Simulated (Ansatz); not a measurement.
YSi in space group Cmcm (No. 63; Y on 4c, Si on 4c) under volume change, plane-wave PAW LDA (Ansatz code), shape and atoms relaxed at each volume.

```csv
V (Å³/atom),E − E(relaxed) (meV/atom),P (GPa)
18.734,61.5,11.52
19.352,25.9,7.07
19.970,6.1,3.26
20.587,0.0,0.00
21.205,5.6,-2.81
21.822,21.1,-5.20
22.440,45.2,-7.26
```

Problem. What does a third-order Birch–Murnaghan fit give for V₀, B₀ and B′?

Solution. V₀ = 20.59 Å³/atom, B₀ = 101 GPa, B′ = 4.1.

The first step of the workflow began from a Materials Project structure, measured or hypothetical; the Crystallography Open Database copy checked does not list it. Its standing as an ambient phase is unchecked. Symmetry was held in the LDA relaxation; whether a distortion lowers the energy is not shown. The run is not spin-polarised.

Potentials: the later of the program's two PAW sets.
